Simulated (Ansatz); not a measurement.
Values for one crystal, relaxed and computed with DFT-PBE in the program Ansatz with PAW potentials; other levels are named.

| Property | Result |
|---|---|
| Volume per atom | 12.58 Å³ |
| Band gap | 0.68 eV (direct) |
| Hole effective mass with spin–orbit coupling | 1.9 along z (mₑ) |
| Electron effective mass | 0.16, 0.17, 0.17 mₑ (principal values) |
| Valence-band maximum | at Γ |
| Bulk modulus (Birch–Murnaghan fit) | 165 GPa |
| Electron effective mass with spin–orbit coupling | 0.16, 0.17, 0.17 mₑ (principal values) |

**Question.** Which compound is it?
A) ZrO2, P2_1/c (Zr on 4e, O on 4e, O on 4e)
B) SnO2, rutile
C) TaNO, P2_1 (Pearson symbol mP12)
D) ScOF, P2_1 (Pearson symbol mP12)

**Answer.** B, SnO2, rutile

Space group P4_2/mnm (rutile). The cell was relaxed with PBE under the symmetry of its start. Scalar-relativistic: spin–orbit coupling is off unless named, which matters more the heavier the elements.

Potentials: the earlier of the program's two PAW sets.
